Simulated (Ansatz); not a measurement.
Values for one crystal, relaxed and computed with plane-wave PAW r²SCAN (Ansatz code); other levels are named.

| Property | Value |
|---|---|
| Volume per atom | 21.20 Å³ |
| Electronic character | metallic (no gap) |
| Density of states at the Fermi level | 0.51 states/eV per atom (mean over ±0.08 eV) |
| Formation energy from the elements (no fitted shifts) | -0.90 eV/atom |

Problem. Pick the material that matches.
(A) Zr5GeSb3, P6_3/mcm (Zr on 4d, Zr on 6g, Ge on 2b, Sb on 6g)
(B) CoGe, C2/m (Pearson symbol mS16)
(C) GeW, P-6m2 (W on 1a, Ge on 1f)
(D) CoGe2, Cmce (Co on 8d, Ge on 8f, Ge on 8e)

Solution. A, Zr5GeSb3, P6_3/mcm (Zr on 4d, Zr on 6g, Ge on 2b, Sb on 6g)

The workflow started from a Materials Project entry (that database holds measured and hypothetical structures alike); the Crystallography Open Database copy checked does not list it. Its standing as an ambient phase is unchecked. The cell was relaxed with r²SCAN under the symmetry of its start; its stability against distortions is not shown here. No spin polarisation was allowed. The references are the lowest solids computed at this level, not always the standard phases. Scalar-relativistic: spin–orbit coupling is off unless named, which matters more the heavier the elements.

Potentials: the later of the program's two PAW sets.
